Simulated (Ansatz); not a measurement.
Values for one crystal, relaxed and computed with the program Ansatz at the PBEsol level (PAW); other levels are named.

- Volume per atom = 14.38 Å³
- Band gap = 3.59 eV (indirect)
- Electronic dielectric constant ε∞ (DFPT) = 4.76
- Mechanical stability = stable (all eigenvalues of C positive)
- Gap with spin–orbit coupling = 3.50 eV
- Hill bulk and shear moduli = 169 and 106 GPa
- Conduction-band minimum = at Γ

Question: Which compound is it?
A. BaHfO3, cubic perovskite
B. FeBiO3, P4mm (Fe on 1a, Bi on 1b, O on 1a, O on 2c)
C. CaO, zinc blende
D. BaInHO2, P4/mmm (Ba on 1d, In on 1a, O on 2f, H on 1b)

Answer: A, BaHfO3, cubic perovskite

Space group Pm-3m (cubic perovskite). The PBEsol relaxation kept the symmetry of its start. No spin polarisation was allowed. Spin–orbit coupling is left out wherever it is not named.

Potentials: the earlier of the program's two PAW sets. The files were generated under PBE; for other functionals the program regenerates the frozen cores, and for LDA and PBEsol the local potential too.
